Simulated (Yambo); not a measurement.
**How GW settings move the gap: HgS**

G0W0@PBEsol for HgS (space group P3_221, No. 154) in Yambo. Reference settings: 3×3×1 Γ-centred k mesh, bands 13 to 315 and a 8 Ry block in the screening, 315 bands in G with the Bruneval-Gonze terminator, plasmon pole fitted at 27.2 eV. The PBEsol gap Γ → Γ on this mesh is 1.24 eV; G0W0 gaps are taken between the same points.

| change from the reference | G0W0 gap Γ → Γ (eV) | shift of the valence edge (eV) | rough Yambo cost |
|---|---|---|---|
| reference settings | 2.08 | -0.67 | 1 |
| 120 bands in W, 120 bands in G | 2.07 | -0.42 | about 1/4 |
| 204 bands in W, 204 bands in G | 2.07 | -0.59 | within a factor of two |
| 120 bands in G | 2.08 | -0.63 | – |
| 204 bands in G | 2.07 | -0.66 | – |
| 148 bands in W | 2.07 | -0.52 | about 1/3 |
| 2 Ry block | 1.90 | -0.23 | about 1/4 |
| 3 Ry block | 1.95 | -0.33 | about 1/3 |
| 7 Ry block | 2.07 | -0.64 | within a factor of two |
| pole fitted at 10 eV | 2.02 | -0.49 | – |
| no random integration | 2.05 | -0.48 | – |
| 120 bands in G, no terminator | 2.11 | -0.19 | – |
| 204 bands in G, no terminator | 2.10 | -0.46 | – |
| no terminator | 2.09 | -0.58 | – |

The reference isn't shown to be the converged limit. Costs are rough (shared machines), scaled to the same edge states, and given only for runs that recompute the screening.

Without spin-orbit coupling, band edges of such heavy elements can be off by tenths of an eV.

Geometry relaxed with PBE+D3(BJ); primitive cell a = 4.161 Å, b = 4.161 Å, c = 9.505 Å, α = 90.00°, β = 90.00°, γ = 120.00°.

A shift is the quasiparticle energy of the state minus its PBEsol energy.
